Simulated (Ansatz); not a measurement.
Magnetic states of scandium, fcc

These are results of DFT, r2SCAN, plane waves (500 eV) with PAW, scalar-relativistic in Ansatz, not measurements. The PAW files were generated under PBE, with cores re-solved for the functional.

Each start was relaxed and then solved on a dense mesh, with Fermi-Dirac smearing of 0.05 eV (0.1 eV in a metal without spin) extrapolated to zero. Rows within 2 meV/atom of each other tie.

Question: Where does each start end, and how do the energies compare? Starts: ferromagnetic; non-magnetic.

Answer: 
```csv
start,ends,ΔE (meV/atom),V (Å³/atom)
ferromagnetic,"ferromagnetic, net 0.92 μB per atom",0.0,25.53
non-magnetic,spin not included,27.1,25.19
```
